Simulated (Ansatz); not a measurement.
**Every step of a relaxation of fcc Au (110), 6 layers**

DFT, PBE, PAW with Ansatz's default frozen-core files, scalar-relativistic (Ansatz 0.2.0); a Γ-centred 12×9×1 k mesh, Fermi–Dirac smearing of 0.05 eV, no spin polarisation. The run relaxes the atoms in the fixed cell.

Command: `ansatz run input.yaml --threads 2 --pin off --max-ram 4096MiB --backend cpu --events-out ev --progress --plain --runs-dir out` It took 58 s on 2 threads of Intel(R) Xeon(R) 6975P-C (Granite Rapids) (shared host), peak memory 0.88 GiB.

```yaml
crystal:
  lattice:
    - [2.9400990585, 0.0, 0.0]
    - [0.0, 4.1579279633, 0.0]
    - [0.0, 0.0, 23.3502]
  atoms:
    - { symbol: Au, position: [0.25, 0.25, 0.3426084649] }
    - { symbol: Au, position: [0.75, 0.75, 0.4055650789] }
    - { symbol: Au, position: [0.25, 0.25, 0.468521693] }
    - { symbol: Au, position: [0.75, 0.75, 0.531478307] }
    - { symbol: Au, position: [0.25, 0.25, 0.5944349211] }
    - { symbol: Au, position: [0.75, 0.75, 0.6573915351] }
kpoints:
  mp_grid: { grid: [12, 9, 1] }
scf:
  occupations: { method: fermi_dirac, width: 0.05 }
hamiltonian:
  xc: pbe
  pseudopotentials: { kind: paw }
output:
  forces: true
  stress: true
  eigenvalues: true
relax:
  f_tol: 0.01
  max_steps: 40
efield:
  axis: 3
  amplitude: 0
  dipole_correction: true
```

Each step lists its free energy a cell above the last geometry, and Cartesian positions (Å) with forces (eV/Å).

The first step:

```
step 1  dF = 93.85 meV
  Au 0.7350 1.0395 8.0000   0.0000 0.0000 0.3797
  Au 2.2051 3.1184 9.4700   0.0000 0.0000 -0.4790
  Au 0.7350 1.0395 10.9401   0.0000 0.0000 0.0948
  Au 2.2051 3.1184 12.4101   0.0000 0.0000 -0.0948
  Au 0.7350 1.0395 13.8802   0.0000 0.0000 0.4790
  Au 2.2051 3.1184 15.3502   0.0000 0.0000 -0.3797
```

Spin–orbit coupling is left out, which matters for the heavy atoms.

Question: Where does the relaxation end, and by which steps?

Answer: After 4 geometries, with a shortest distance of 2.843 Å. The further steps:
```
step 2  dF = 1.23 meV
  Au 0.7350 1.0395 8.1120   0.0000 0.0000 -0.0580
  Au 2.2051 3.1184 9.3654   0.0000 0.0000 0.0235
  Au 0.7350 1.0395 10.9845   0.0000 0.0000 0.0796
  Au 2.2051 3.1184 12.3657   0.0000 0.0000 -0.0796
  Au 0.7350 1.0395 13.9848   0.0000 0.0000 -0.0235
  Au 2.2051 3.1184 15.2382   0.0000 0.0000 0.0580
step 3  dF = 0.26 meV
  Au 0.7350 1.0395 8.0992   0.0000 0.0000 0.0197
  Au 2.2051 3.1184 9.3654   0.0000 0.0000 -0.0041
  Au 0.7350 1.0395 10.9976   0.0000 0.0000 -0.0408
  Au 2.2051 3.1184 12.3526   0.0000 0.0000 0.0408
  Au 0.7350 1.0395 13.9848   0.0000 0.0000 0.0041
  Au 2.2051 3.1184 15.2510   0.0000 0.0000 -0.0197
step 4  dF = 0.00 meV
  Au 0.7350 1.0395 8.1017   0.0000 0.0000 0.0009
  Au 2.2051 3.1184 9.3664   0.0000 0.0000 -0.0002
  Au 0.7350 1.0395 10.9924   0.0000 0.0000 0.0005
  Au 2.2051 3.1184 12.3578   0.0000 0.0000 -0.0005
  Au 0.7350 1.0395 13.9838   0.0000 0.0000 0.0002
  Au 2.2051 3.1184 15.2485   0.0000 0.0000 -0.0009
step 5  dF = 0.00 meV  (same geometry, solved once more)
  Au 0.7350 1.0395 8.1017   0.0000 0.0000 0.0009
  Au 2.2051 3.1184 9.3664   0.0000 0.0000 -0.0002
  Au 0.7350 1.0395 10.9924   0.0000 0.0000 0.0005
  Au 2.2051 3.1184 12.3578   0.0000 0.0000 -0.0005
  Au 0.7350 1.0395 13.9838   0.0000 0.0000 0.0002
  Au 2.2051 3.1184 15.2485   0.0000 0.0000 -0.0009
```
